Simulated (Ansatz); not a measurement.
NaI:
```yaml
crystal:
  lattice:
    - [0.00000, 3.26400, 3.26400]
    - [3.26400, 0.00000, 3.26400]
    - [3.26400, 3.26400, 0.00000]
  atoms:
    - { symbol: Na, position: [0.00000, 0.00000, 0.00000] }
    - { symbol: I, position: [0.50000, 0.50000, 0.50000] }
```

This is the PBE-relaxed structure.

Question: All from PBE in the plane-wave PAW code Ansatz, unless another level is named. Estimate the HSE06 gap on the PBE cell.

Answer: 4.60 eV.

Question: And the hole effective mass, band 1 of 3 at the edge?

Answer: 1.7 along [100], 9.2 along [110], 3.7 along [111] (mₑ).

Question: Predict the hole effective mass, band 3 of 3 at the edge.

Answer: 0.39 along [100], 0.33 along [110], 0.31 along [111] (mₑ).

Question: Give the weight of the conduction-edge state by species (Voronoi cells).

Answer: Na 62 %, I 38 %.

Question: Give the weight of the valence-edge state by species (Voronoi cells).

Answer: I 92 %, Na 8 %.

Space group Fm-3m (rock salt). The PBE relaxation kept the symmetry of its start; phonons on a q-mesh show no instability. Spin–orbit coupling is left out wherever it is not named.

Potentials: the later of the program's two PAW sets.
